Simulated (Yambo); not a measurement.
G0W0@LDA for K2LiScF6 (space group Fm-3m, No. 225) in Yambo. Reference settings: 2×2×2 Γ-centred k mesh, bands 2 to 216 and a 7 Ry block in the screening, 216 bands in G with the Bruneval-Gonze terminator, plasmon pole fitted at 27.2 eV. The LDA gap Γ → Γ on this mesh is 6.75 eV; G0W0 gaps are taken between the same points.

Gap (Γ → Γ) in eV against the number of bands and the screening block, terminator on:

```csv
bands (W and G),2 Ry,3 Ry,4 Ry,6 Ry,7 Ry
62,13.822,13.500,13.006,12.816,12.758
89,13.348,13.062,12.531,12.349,12.311
125,13.203,12.909,12.387,12.205,12.175
170,13.148,12.848,12.305,12.149,12.119
216,13.112,12.816,12.286,12.117,12.081
```

Rough cost of the Yambo step against the reference (shared machines):

```
bands (W and G)  2 Ry  3 Ry  4 Ry  6 Ry  7 Ry
---------------  ----  ----  ----  ----  ----
62                1/4   1/5   1/4   1/4   1/3
89                1/3   1/3   1/3   1/3   1/3
125               1/2   1/2   1/2    ~1    ~1
170                ~1    ~1    ~1    ~1    ~1
216                ~1    ~1    ~1    ~1     1
```

At the largest block the last step in bands moves the gap by -0.038 eV; at the most bands the last step in the block moves it by -0.036 eV.

Geometry of the Materials Project entry, not relaxed at this level; primitive cell a = b = c = 5.862 Å, α = β = γ = 60.00°.

The structure is a Materials Project entry; no match was found in the copy of COD used, and its stability was not checked.
